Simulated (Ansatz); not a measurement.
The following input was run with Ansatz 0.2.0.

```yaml
crystal:
  lattice:
    - [3.836789, 0.0, 0.0]
    - [0.0, 3.836789, 0.0]
    - [0.0, 0.0, 7.505769]
  atoms:
    - { symbol: In, position: [0.0, 0.0, 0.738819] }
    - { symbol: In, position: [0.0, 0.0, 0.261181] }
    - { symbol: Ni, position: [0.5, 0.5, 0.746721], spin: 2.0 }
    - { symbol: Ni, position: [0.5, 0.5, 0.253279], spin: 2.0 }
    - { symbol: Ni, position: [0.5, 0.0, 0.0], spin: 2.0 }
    - { symbol: Ni, position: [0.5, 0.0, 0.5], spin: 2.0 }
    - { symbol: Ni, position: [0.0, 0.5, 0.0], spin: 2.0 }
    - { symbol: Ni, position: [0.0, 0.5, 0.5], spin: 2.0 }
    - { symbol: C, position: [0.5, 0.5, 0.0] }
basis:
  ecutwfc: 500
kpoints:
  mp_grid: { grid: [6, 6, 4] }
hamiltonian:
  xc: r2scan
scf:
  occupations: { method: gaussian, width: 0.1 }
  lower_state_search: "off"
output:
  forces: true
  stress: true
  eigenvalues: true
  populations: true
magnetization:
  spin_polarized: true
```

Run as
```bash
ansatz run input.yaml --threads 4 --pin off --max-ram 9216MiB --backend cpu --events-out ev --progress --plain --runs-dir out
```

Level of theory: DFT r2SCAN, scalar-relativistic, plane waves, PAW in Ansatz.

From the run's log, abridged (final results; tables in files aren't shown):

```
SCF 1 converged in 28 iterations: F = -46547.544293 eV  dr2 = 8.07e-9
this state was not tested for a lower state beside it, because the mixer in use, unlike msr1, does not test its closes by its own steps (another_mixer; see scf.mixing.algorithm and scf.lower_state_search)
SCF converged after 28 iterations
Magnetization: 0.8979 μB (69.4489 up, 68.5511 down)
Absolute magnetization: 1.1658 μB (∫|ρ↑−ρ↓|, with the PAW one-centre terms)
Spin contamination: 0.0360 ħ² per cell (⟨S²⟩ above its minimum at these occupations)
Per-site moments (μB) at R_I (Å): [(-0.00488870, 1.08302786), (-0.00488870, 1.08302786), (0.16998945, 0.78418463), (0.16998945, 0.78418463), (0.03040004, 0.79133773), (0.27840749, 1.08302786), (0.03040004, 0.79133773), (0.27840749, 1.08302786), (0.02810833, 0.78418463)]
Free energy (F): -46547.544293 eV
Harris-Foulkes:  -46547.544293 eV  (|F-HF|=4.24e-8)
Internal energy: -46547.511871 eV  (E = F + TS)
E sigma→0 (E₀):  -46547.528082 eV
Entropy (-TS):   -0.032423 eV (-3.603 meV/atom)
Fermi energy:    16.458204 eV
--- Per-component energies (eV) ---
  E_band       = -1894.237334
  E_kinetic    = 2279.696182
  E_local      = -24650.651993  (includes V_loc(G=0)·N_el)
  E_nonlocal   = 4630.877798
  E_hartree    = 10399.951827
  E_xc         = -920.617901
  E_vxc        = -978.507173  (∫ρ·V_xc dr)
  E_paw        = -18361.452146  (= ΣΔE_a)
  E_vpaw       = -4045.486209  (= ΣTr[D̂ρ^β])
  E_aug_tail   = 0.001469  (compensation charges beyond the density's cutoff)
  E_vtau       = 69.920060  (kinetic-family band-sum trace: ∫τ·v_τ [+ j·A + Jᵃ·Aᵃ] dr)
  E_ewald      = -19925.423013
  E_core_change = 0.105906  (= ΣΔE_core)
  E_smearing   = -0.032423  (= −TS)
--- Forces (eV/Å), atoms counted from 1 ---
  atom   1  In     0.00000000     0.00000000    -0.04041323
  atom   2  In     0.00000000     0.00000000     0.04041323
  atom   3  Ni     0.00000000     0.00000000     0.16871783
  atom   4  Ni     0.00000000     0.00000000    -0.16871783
  atom   5  Ni     0.00000000     0.00000000     0.00000000
  atom   6  Ni     0.00000000     0.00000000     0.00000000
  atom   7  Ni     0.00000000     0.00000000     0.00000000
  atom   8  Ni     0.00000000     0.00000000     0.00000000
  atom   9  C      0.00000000     0.00000000     0.00000000
--- Stress (GPa, compression-positive) ---
       -4.676842       0.000000       0.000000
        0.000000      -4.676842       0.000000
        0.000000       0.000000      -5.336638
  P = ⅓ Tr σ = -4.8968 GPa (-48.968 kbar)
--- Band table (eV; the first three rows and the last of 60) ---
  k-point 0 ↑: bands = ["-90.6994", "-90.6919", "-90.5705", "-90.5705", "-90.2246", "-90.2177", "-50.0013", "-50.0013", "-49.7732", "-49.7709", "-49.4632", "-49.4563", "-49.4488", "-49.4488", "-49.3689", "-49.3689", "-49.3679", "-49.3679", "-49.1894", "-49.1894", "-49.1515", "-49.1442", "-49.1188", "-49.1188", "1.2757", "1.2947", "1.3309", "1.3821", "1.3821", "1.4044", "1.4044", "1.4176", "1.4310", "1.4564", "2.1470", "6.9425", "8.0799", "10.5653", "11.8177", "11.9515", "11.9515", "12.8651", "12.9265", "12.9601", "12.9601", "13.3237", "13.3677", "13.4682", "13.4682", "13.6779", "14.1442", "14.4688", "14.5256", "14.7314", "14.7314", "14.7473", "14.8969", "14.8969", "14.9554", "15.0114", "15.0 ...
  k-point 1 ↑: bands = ["-90.6994", "-90.6919", "-90.5706", "-90.5704", "-90.2245", "-90.2177", "-50.0013", "-50.0013", "-49.7730", "-49.7711", "-49.4632", "-49.4563", "-49.4488", "-49.4488", "-49.3692", "-49.3692", "-49.3676", "-49.3676", "-49.1894", "-49.1894", "-49.1515", "-49.1442", "-49.1188", "-49.1188", "1.2993", "1.2996", "1.3261", "1.3846", "1.3846", "1.4019", "1.4019", "1.4193", "1.4293", "1.4332", "2.1569", "6.7757", "8.1803", "10.7972", "11.8468", "11.9486", "11.9486", "12.8664", "12.9673", "12.9673", "12.9678", "13.3252", "13.4086", "13.5122", "13.5122", "13.6720", "13.9607", "14.5137", "14.5137", "14.5191", "14.5425", "14.7780", "14.8730", "14.8730", "14.9294", "15.0636", "15.0 ...
  k-point 2 ↑: bands = ["-90.6994", "-90.6919", "-90.5706", "-90.5704", "-90.2246", "-90.2177", "-50.0013", "-50.0013", "-49.7727", "-49.7715", "-49.4632", "-49.4563", "-49.4488", "-49.4488", "-49.3695", "-49.3695", "-49.3674", "-49.3674", "-49.1894", "-49.1894", "-49.1515", "-49.1442", "-49.1188", "-49.1188", "1.3079", "1.3178", "1.3382", "1.3883", "1.3883", "1.3948", "1.3981", "1.3981", "1.4220", "1.4266", "2.1670", "6.6368", "8.2544", "10.9620", "11.9456", "11.9456", "12.2644", "12.5586", "12.8676", "12.9744", "12.9744", "13.4115", "13.5669", "13.5669", "13.6117", "13.6661", "13.6822", "14.3380", "14.3380", "14.5502", "14.5982", "14.8299", "14.8821", "14.9245", "14.9245", "15.0530", "15.0 ...
  k-point 29 ↓: bands = ["-90.6498", "-90.6498", "-90.2912", "-90.2912", "-89.7635", "-89.7635", "-49.9748", "-49.9144", "-49.4371", "-49.4355", "-49.4337", "-49.4201", "-49.4201", "-49.3845", "-49.1255", "-49.1255", "-49.1229", "-49.1229", "-48.7689", "-48.7528", "-48.7528", "-48.7171", "-48.6374", "-48.5881", "1.2809", "1.3072", "1.3288", "1.3288", "1.3557", "1.3557", "1.4291", "1.4860", "1.5304", "1.5355", "3.9779", "9.0864", "9.0864", "9.9308", "10.2018", "10.2954", "12.0245", "12.0245", "12.8616", "12.8616", "13.5172", "13.8250", "13.8797", "14.0198", "14.0198", "14.0680", "14.0680", "14.1361", "14.3142", "14.6469", "14.6469", "14.6476", "14.6476", "14.7138", "14.9068", "14.9794", "15.0 ...
--- Löwdin populations: 9 sites ---
  site symbol q [e]    m [muB]
     0     In     13.6483    -0.0089
     1     In     13.6483    -0.0089
     2     Ni     17.4962     0.1552
     3     Ni     17.4962     0.1552
     4     Ni     17.3823     0.0287
     5     Ni     17.5816     0.2705
     6     Ni     17.3823     0.0287
     7     Ni     17.5816     0.2705
     8      C      4.9132     0.0540
  spilling = 0.006304 (of n_electrons = 138.000000)
```

Self-consistency was reached.

Time: 30 s on 4 threads of Intel(R) Xeon(R) 6975P-C (Granite Rapids), on a shared host, peak memory 1.2 GiB.

The state reached may not be the lowest one. The k mesh is coarse.